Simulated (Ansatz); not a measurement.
## Relaxation of Ti2C

Method: DFT PBEsol, scalar-relativistic, plane waves, PAW (Ansatz 0.2.0). Run with 420 eV cutoff, 8×8×8 k-mesh, Gaussian smearing of 0.10 eV, no spin polarisation.

What was changed: relaxed at 4 GPa.

Command:

```bash
ansatz run input.yaml --threads 2 --pin off --max-ram 5120MiB --backend cpu --events-out ev --progress --plain --runs-dir out
```

Input:

```yaml
crystal:
  lattice:
    - [0.0, 4.2383529786, 4.2383529786]
    - [4.2383529786, 0.0, 4.2383529786]
    - [4.2383529786, 4.2383529786, 0.0]
  atoms:
    - { symbol: Ti, position: [0.8578904465, 0.3807031845, 0.3807031845] }
    - { symbol: Ti, position: [0.3807031845, 0.3807031845, 0.3807031845] }
    - { symbol: Ti, position: [0.3807031845, 0.3807031845, 0.8578904465] }
    - { symbol: Ti, position: [0.8692968155, 0.3921095535, 0.8692968155] }
    - { symbol: Ti, position: [0.8692968155, 0.8692968155, 0.8692968155] }
    - { symbol: Ti, position: [0.3921095535, 0.8692968155, 0.8692968155] }
    - { symbol: Ti, position: [0.8692968155, 0.8692968155, 0.3921095535] }
    - { symbol: Ti, position: [0.3807031845, 0.8578904465, 0.3807031845] }
    - { symbol: C, position: [0.625, 0.625, 0.625] }
    - { symbol: C, position: [0.125, 0.625, 0.625] }
    - { symbol: C, position: [0.625, 0.625, 0.125] }
    - { symbol: C, position: [0.625, 0.125, 0.625] }
basis:
  ecutwfc: 420
kpoints:
  mp_grid: { grid: [8, 8, 8] }
hamiltonian:
  xc: pbesol
scf:
  occupations: { method: gaussian, width: 0.1 }
output:
  forces: true
  stress: true
  eigenvalues: true
relax:
  adjacent_minimum: "off"
  f_tol: 0.008
  max_steps: 50
  cell: { stress_tol: 0.08, p_target: 4.0 }
```

F is the free energy. Steps run on the plane waves of an earlier cell, but the last one, and at times one on the way, on a freshly chosen basis, so a repeated geometry can differ a little in energy. The relaxation lowers the enthalpy F + PV at the target pressure, so F itself can rise.

Steps:

| step | F − F(1) (eV) | largest force component (eV/Å) | V (Å³/atom) | P (GPa) |
| --- | --- | --- | --- | --- |
| 1 | 0.0000 | 0.129 | 12.689 | 4.88 |
| 2 | 0.0397 | 0.084 | 12.565 | 5.15 |
| 3 | -0.0202 | 0.030 | 12.738 | 3.18 |
| 4 | -0.0085 | 0.002 | 12.692 | 3.99 |
| 5 | -0.0085 | 0.002 | 12.692 | 3.99 |

Relaxed structure:

```
CELL_PARAMETERS angstrom
0.00000 4.23867 4.23867
4.23867 0.00000 4.23867
4.23867 4.23867 0.00000
ATOMIC_POSITIONS crystal
Ti 0.85961 0.38013 0.38013
Ti 0.38013 0.38013 0.38013
Ti 0.38013 0.38013 0.85961
Ti 0.86987 0.39039 0.86987
Ti 0.86987 0.86987 0.86987
Ti 0.39039 0.86987 0.86987
Ti 0.86987 0.86987 0.39039
Ti 0.38013 0.85961 0.38013
C 0.62500 0.62500 0.62500
C 0.12500 0.62500 0.62500
C 0.62500 0.62500 0.12500
C 0.62500 0.12500 0.62500
```

It takes space group Fd-3m (No. 227, cubic). Conventional cell: a = 8.477 Å, b = 8.477 Å, c = 8.477 Å, α = 90.00°, β = 90.00°, γ = 90.00°. Ti (site symmetry 3m) has 3 C at 2.08 Å as nearest neighbours. C (site symmetry -3m) has 6 Ti at 2.08 Å as nearest neighbours.

The run converged. Time: 2.4 min on 2 threads of Intel(R) Xeon(R) Processor @ 2.50GHz (Skylake/Cascade Lake), with other jobs on the host, peak memory 0.67 GiB.